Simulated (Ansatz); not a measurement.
Consider the following.

Bi2TeO2:
```cif
data_Bi2O2Te
_chemical_formula_sum 'Bi2 Te1 O2'
_space_group_name_H-M_alt 'P 1'
_space_group_IT_number 1
_cell_length_a 4.03596
_cell_length_b 4.03596
_cell_length_c 7.33031
_cell_angle_alpha 90.000
_cell_angle_beta 90.000
_cell_angle_gamma 120.000
loop_
_space_group_symop_operation_xyz
  'x, y, z'
loop_
_atom_site_label
_atom_site_type_symbol
_atom_site_fract_x
_atom_site_fract_y
_atom_site_fract_z
_atom_site_occupancy
Bi1 Bi 0.66667 0.33333 0.79833 1
Bi2 Bi 0.33333 0.66667 0.20167 1
Te1 Te 0.00000 0.00000 0.50000 1
O1 O 0.66667 0.33333 0.11439 1
O2 O 0.33333 0.66667 0.88561 1
```

This is the PBEsol-relaxed structure.

All from plane-wave PAW PBEsol (Ansatz code), unless another level is named. Give the electron effective mass.

0.15, 0.21, 0.38 mₑ (principal values).

What about the smallest direct gap on the standard path?

1.20 eV.

What about the valence-band maximum?

at A.

What about the conduction-band minimum?

on the K–Γ line, 38 % of the way from K (6 equivalent valleys).

Space group P-3m1. The start of the workflow was typed in or built on a structure type; neither database checked (COD, Materials Project) lists it. Whether it is the stable phase at ambient conditions was not checked. Symmetry was held in the PBEsol relaxation; whether a distortion lowers the energy is not shown. The volume moved by 21 % from the start of the relaxation. Scalar-relativistic: spin–orbit coupling is off unless named, which matters more the heavier the elements.

Potentials: the later of the program's two PAW sets.
